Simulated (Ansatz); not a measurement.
Ta₂Ru₃: computed properties

These are results of DFT PBE, scalar-relativistic, plane waves, PAW (Ansatz 0.2.0), not measurements.

Plane waves to 420 eV, a k mesh through Γ of 18×18×2 on the computed 10-atom cell and Gaussian smearing (0.10 eV); no spin polarisation.

The structure is relaxed at this level of theory with its symmetry kept, and needn't be the ground state of this composition.

Space group P-6m2 (No. 187), hexagonal, a = 2.845 Å, c = 22.221 Å. Ta on its first site is surrounded by 6 Ru at 2.77–2.78 Å and 6 Ta at 2.84 Å; around Ta on its second site lie 6 Ru at 2.76–2.87 Å and 6 Ta at 2.84 Å; around Ru on a site of symmetry -6m2 lie 6 Ta at 2.77 Å and 6 Ru at 2.84 Å; Ru on a site of symmetry 3m has 6 Ta at 2.76–2.78 Å and 6 Ru at 2.84 Å; Ru on a second site of symmetry 3m has 3 Ru at 2.64 Å, 6 Ru at 2.84 Å and 3 Ta at 2.87 Å; around Ru on a second site of symmetry -6m2 lie 6 Ru at 2.64 Å and 6 Ru at 2.84 Å.

```json
{
 "Volume per atom": "15.57 Å³",
 "Formation energy from the elements' standard states (uncorrected)": "+0.043 eV/atom",
 "Kohn–Sham band gap": "none (metal)",
 "Density of states at the Fermi level": "12.6 states/eV per cell",
 "Orbital (Löwdin) character within 0.5 eV of the Fermi level": "Ru 4d 51 %, Ta 5d 39 %",
 "Bader charge by site (e)": "Ta (2 in the cell) 0.69, Ta (2 in the cell) 0.66, Ru (1 in the cell) -0.69, Ru (2 in the cell) -0.69, Ru (2 in the cell) -0.32, Ru (1 in the cell) 0.01"
}
```

Spin-orbit coupling is left out, which matters for the bands of heavy elements.

The cell was found from a structure generator's guess, not taken from experiment. Löwdin shares on free-atom orbitals overweight diffuse shells.
